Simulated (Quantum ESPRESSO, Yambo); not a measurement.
# G0W0 results for LiNbO$_{3}$

```
LiNbO3
1.0
    2.63472     1.52116     4.63437
   -2.63472     1.52116     4.63437
    0.00000    -3.04231     4.63437
Li O Nb
2 6 2
Direct
  0.75000   0.75000   0.75000
  0.25000   0.25000   0.25000
  0.62963   0.87036   0.25000
  0.37037   0.12963   0.75000
  0.25000   0.62963   0.87037
  0.75000   0.37036   0.12963
  0.87037   0.25000   0.62963
  0.12964   0.75000   0.37036
  0.00000   0.00000   0.00000
  0.50000   0.50000   0.50000
```

The geometry is that of Materials Project entry mp-552588, symmetrised and not relaxed again.

Starting point: PBEsol (pw.x of Quantum ESPRESSO, ONCV potentials, without SOC). G0W0 in Yambo: 2×2×2 Γ-centred k mesh, bands 5 to 174 and a 7 Ry block in the screening, 174 bands in G with the Bruneval-Gonze terminator, plasmon pole fitted at 27.2 eV.

```json
{
 "PBEsol gap along the band path": "2.38 eV",
 "PBEsol gap between the mesh's edge points (Γ → F)": "2.45 eV",
 "G0W0 gap between the same points": "3.67 eV",
 "PBEsol smallest direct gap on the mesh (at Γ)": "2.50 eV",
 "G0W0 direct gap at that point": "3.72 eV",
 "estimate of the fundamental G0W0 gap (path gap plus the correction; the mesh misses a band edge)": "3.60 eV"
}
```

```csv
k point,band,E PBEsol (eV),E QP (eV),shift (eV),Z
Γ,VB,0.00,-0.24,-0.24,0.76
Γ,CB,2.50,3.48,0.98,0.80
L,VB,-0.15,-0.43,-0.28,0.76
L,CB,3.99,5.02,1.03,0.79
F,VB,-0.20,-0.46,-0.26,0.76
F,CB,2.45,3.43,0.98,0.80
Z,VB,-0.22,-0.50,-0.28,0.76
Z,CB,4.05,5.03,0.98,0.78
```

Energies count from the PBEsol valence-band maximum.

Nearest settings tried, and what they do to the gap: 118 bands in G: +20 meV; 118 bands in W, 118 bands in G: +68 meV; 6 Ry block (187 vectors against 259): +3 meV. Not varied: mesh. So the settings aren't converged at that level. The k mesh is coarse.

Spin-orbit splittings are left out.

This is not the ordinary phase of the substance.
